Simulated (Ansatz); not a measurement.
## Zr3Mn: energy against volume and a worked fit

Space group Pm-3m (No. 221). a = 4.373 Å, b = 4.373 Å, c = 4.373 Å, α = 90.00°, β = 90.00°, γ = 90.00°
```
atom  site  symmetry       x       y       z
  Zr    3c    4/mm.m  0.5000  0.5000  0.0000
  Mn    1a      m-3m  0.0000  0.0000  0.0000
```

The cell comes from a database or a generator and needn't be the stable form of this composition.

The cell was scaled at fixed shape and fractions and run with Ansatz, Ansatz PAW, cutoff 420 eV; PBE, k mesh 6 × 6 × 6 on the cell of 4 atoms, fermi-dirac occupations of 0.05 eV, collinear spin, ferromagnetic start, no spin-orbit coupling. Energies are those that the program minimises, any entropy of the smearing included. For a metal such a mesh isn't converged to the digits shown. The magnetic state is the one that the start led to, which needn't be the lowest.

```tsv
V (Å³/atom)	energy over the lowest row (meV/atom)
19.6549	20.762
20.0731	8.505
20.4913	1.756
20.9095	0.000
21.3277	?
21.7459	9.625
22.1641	20.266
```

Fit the third-order Birch-Murnaghan form, give V0, B0 and B′, and predict the energy left open.

With y = (V0/V)^(2/3), E = E0 + (9 V0 B0/16) [(y - 1)³ B′ + (y - 1)² (6 - 4y)]. Least squares through the rows shown give V0 = 20.8572 Å³/atom, E0 = -0.046 meV, B0 = 87.55 GPa (1 eV/Å³ = 160.218 GPa) and B′ = 3.77, with a largest miss of 0.010 meV. At V = 21.3277 the form with these constants gives 2.753 meV; the run gave 2.755 meV an atom.
